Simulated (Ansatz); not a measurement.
F in its lowest state found on the top face of a (001) slab of Cu (P6_3/mmc (No. 194)), 5 planes, outer planes Cu (top) and Cu (bottom); 1 a cell of 5.55 Å², its atoms last:

```
CELL_PARAMETERS angstrom
2.53050 0.00000 0.00000
-1.26525 2.19148 0.00000
0.00000 0.00000 27.25971
ATOMIC_POSITIONS crystal
Cu 0.66667 0.33333 0.31182
Cu 0.33333 0.66667 0.38757
Cu 0.66667 0.33333 0.46319
Cu 0.33333 0.66667 0.53916
Cu 0.66667 0.33333 0.61325
F 0.00000 0.00000 0.66145
```

Computed with DFT r2SCAN, scalar-relativistic, plane waves, PAW in Ansatz 0.2.0. Settings: cutoff 500 eV, Γ-centred mesh 12×12×1 on the computed 6-atom cell, Gaussian smearing of 0.10 eV; no spin polarisation. A dipole correction removes the field between periodic images along c.

The clean top face has a work function of 4.77 eV. Adsorption changes the slab's dipole along +c by Δp = -0.1318 e·Å a cell (-0.63 D an adsorbate).

Q: What change of work function does the Helmholtz equation give?

A: A sheet of dipoles makes a step in an electron's potential energy of −e·Δp/(ε0·A), and e/ε0 = 180.95 eV·Å for Δp in e·Å: −180.95 × (-0.1318)/5.55 = +4.30 eV. This is the change of φ(top) − φ(bottom). If the bottom face is unmoved, φ(top) becomes 9.07 eV.

Q: How does that compare with the calculation?

A: φ(top) changes by +4.46 eV and φ(bottom) by +0.16 eV, so their difference changes by +4.30 eV. The slab is thin enough for the adsorbate to shift the Fermi level against the bottom face too.

Q: What does the sign say about the electrons?

A: The change of dipole points into the surface (negative end outward), so the work function rises. Electrons gather on the vacuum side. Δp also holds the adsorbate's own dipole and the moves of the surface atoms, so it isn't a charge transfer alone.

Spin polarisation was left out, and a magnetic state may lie lower.

The reference crystal is a form of Cu, which isn't its usual structure.